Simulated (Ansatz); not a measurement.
InGaAs₂: energy along a strain

InGaAs₂, P-4m2, a = 4.225 Å, c = 5.962 Å (as given, not relaxed at this level: -2.7 GPa, forces to 0.04 eV/Å). The structure is a Materials Project entry; whether it is the stable form wasn't checked. Ansatz: PBEsol, PAW, 420 eV, Γ-centred 12×12×8 mesh on 4 atoms, Gaussian smearing 0.15 eV; no spin polarisation. Cell vectors (Å): 4.225 0.000 0.000; 0.000 4.225 0.000; 0.000 0.000 5.962. The cell is strained by x per cent times the pattern (1 1 0 0 0 0) in the order xx yy zz yz xz xy (engineering shears), with fractional coordinates held. y is the free energy over the start, V0 = 26.607 Å³/atom.

| x (%) | y (meV/atom) |
| --- | --- |
| -4.00 | ? |
| -3.00 | -9.45 |
| -2.00 | -10.60 |
| -1.00 | -7.34 |
| 0.00 | 0.00 |
| 1.00 | 11.11 |
| 2.00 | 25.68 |
| 3.00 | 43.46 |
| 3.50 | 53.47 |
| 4.00 | 64.18 |

Task: Fit y = c1 x + c2 x² + c3 x³ to the other rows, get the stiffness along the pattern, and predict the missing energy.

Result: Least squares on the rows shown. y = 9.2608 x + 1.8895 x² − 0.048598 x³. The clamped-ion stiffness p·C·p = 2 × 18.89 eV × 160.2 / 26.607 Å³ = 228 GPa (second derivative at the start, which stands under stress). At x = -4.00 the fit asked for gives -3.70 meV/atom. The run gave -3.55 meV/atom, so the fit is 0.15 meV/atom too low, 0.2 % of the span of the series, against an rms of 0.02 meV/atom on the fitted rows. The row lies outside the fitted range. With a term in x⁴ added, a fit to the same known rows predicts -3.54 meV/atom, so most of the miss is curvature that the known rows already hold.